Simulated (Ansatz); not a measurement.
Input, command and steps of an Ansatz relaxation.

```yaml
crystal:
  lattice:
    - [0.0, 3.6795, 3.6795]
    - [3.6795, 0.0, 3.6795]
    - [3.6795, 3.6795, 0.0]
  atoms:
    - { symbol: Zr, position: [0.5, 0.5, 0.5] }
    - { symbol: Zr, position: [0.75, 0.75, 0.75] }
    - { symbol: Ir, position: [0.125, 0.125, 0.125] }
    - { symbol: Ir, position: [0.625, 0.125, 0.125] }
    - { symbol: Ir, position: [0.125, 0.125, 0.625] }
    - { symbol: Ir, position: [0.125, 0.625, 0.125] }
basis:
  ecutwfc: 500
kpoints:
  mp_grid: { grid: [8, 8, 8] }
hamiltonian:
  xc: r2scan
scf:
  occupations: { method: gaussian, width: 0.1 }
output:
  forces: true
  stress: true
  eigenvalues: true
  write_density: true
  write_potential: true
  elf: true
  volumetric_format: npy
relax:
  adjacent_minimum: "off"
  f_tol: 0.005
  max_steps: 80
  cell: { stress_tol: 0.05 }
```

```bash
ansatz run input.yaml --threads 1 --pin off --max-ram 2560MiB --backend cpu --events-out ev --progress --plain --runs-dir out
```

The calculation used DFT r2SCAN, scalar-relativistic, plane waves, PAW in Ansatz 0.2.0.

Of 5 frames 5 are shown, positions in Å and forces in eV/Å; the SCF threshold varies from step to step. Steps run on the plane waves of an earlier cell, with a Pulay correction in the pressure. The basis is chosen afresh for the last frame, the zero of the energies, and at times for earlier ones too; energy and pressure step there, also at an unchanged geometry. The mark taken_back stands on steps that the optimiser undid.

```xyz
6
Lattice="0.0000 3.6795 3.6795 3.6795 0.0000 3.6795 3.6795 3.6795 0.0000" Properties=species:S:1:pos:R:3:forces:R:3 pbc="T T T" step=1 free_energy_over_end_meV_per_atom=1.52 pressure_GPa=2.82
Zr    3.6795    3.6795    3.6795    0.0000    0.0000    0.0000
Zr    5.5193    5.5193    5.5193    0.0000    0.0000    0.0000
Ir    0.9199    0.9199    0.9199    0.0000    0.0000    0.0000
Ir    0.9199    2.7596    2.7596    0.0000    0.0000    0.0000
Ir    2.7596    2.7596    0.9199    0.0000    0.0000    0.0000
Ir    2.7596    0.9199    2.7596    0.0000    0.0000    0.0000
6
Lattice="0.0000 3.7193 3.7193 3.7193 0.0000 3.7193 3.7193 3.7193 0.0000" Properties=species:S:1:pos:R:3:forces:R:3 pbc="T T T" step=2 free_energy_over_end_meV_per_atom=6.89 pressure_GPa=-5.50 taken_back
Zr    3.7193    3.7193    3.7193    0.0000    0.0000    0.0000
Zr    5.5789    5.5789    5.5789    0.0000    0.0000    0.0000
Ir    0.9298    0.9298    0.9298    0.0000    0.0000    0.0000
Ir    0.9298    2.7894    2.7894    0.0000    0.0000    0.0000
Ir    2.7894    2.7894    0.9298    0.0000    0.0000    0.0000
Ir    2.7894    0.9298    2.7894    0.0000    0.0000    0.0000
6
Lattice="0.0000 3.6928 3.6928 3.6928 0.0000 3.6928 3.6928 3.6928 0.0000" Properties=species:S:1:pos:R:3:forces:R:3 pbc="T T T" step=3 free_energy_over_end_meV_per_atom=0.14 pressure_GPa=-0.11
Zr    3.6928    3.6928    3.6928    0.0000    0.0000    0.0000
Zr    5.5392    5.5392    5.5392    0.0000    0.0000    0.0000
Ir    0.9232    0.9232    0.9232    0.0000    0.0000    0.0000
Ir    0.9232    2.7696    2.7696    0.0000    0.0000    0.0000
Ir    2.7696    2.7696    0.9232    0.0000    0.0000    0.0000
Ir    2.7696    0.9232    2.7696    0.0000    0.0000    0.0000
6
Lattice="0.0000 3.6923 3.6923 3.6923 0.0000 3.6923 3.6923 3.6923 0.0000" Properties=species:S:1:pos:R:3:forces:R:3 pbc="T T T" step=4 free_energy_over_end_meV_per_atom=0.13 pressure_GPa=0.00
Zr    3.6923    3.6923    3.6923    0.0000    0.0000    0.0000
Zr    5.5385    5.5385    5.5385    0.0000    0.0000    0.0000
Ir    0.9231    0.9231    0.9231    0.0000    0.0000    0.0000
Ir    0.9231    2.7692    2.7692    0.0000    0.0000    0.0000
Ir    2.7692    2.7692    0.9231    0.0000    0.0000    0.0000
Ir    2.7692    0.9231    2.7692    0.0000    0.0000    0.0000
6
Lattice="0.0000 3.6923 3.6923 3.6923 0.0000 3.6923 3.6923 3.6923 0.0000" Properties=species:S:1:pos:R:3:forces:R:3 pbc="T T T" step=5 free_energy_over_end_meV_per_atom=0.00 pressure_GPa=0.00
Zr    3.6923    3.6923    3.6923    0.0000    0.0000    0.0000
Zr    5.5385    5.5385    5.5385    0.0000    0.0000    0.0000
Ir    0.9231    0.9231    0.9231    0.0000    0.0000    0.0000
Ir    0.9231    2.7692    2.7692    0.0000    0.0000    0.0000
Ir    2.7692    2.7692    0.9231    0.0000    0.0000    0.0000
Ir    2.7692    0.9231    2.7692    0.0000    0.0000    0.0000
```

Spin–orbit coupling is left out, which can shift energies with elements as heavy as these.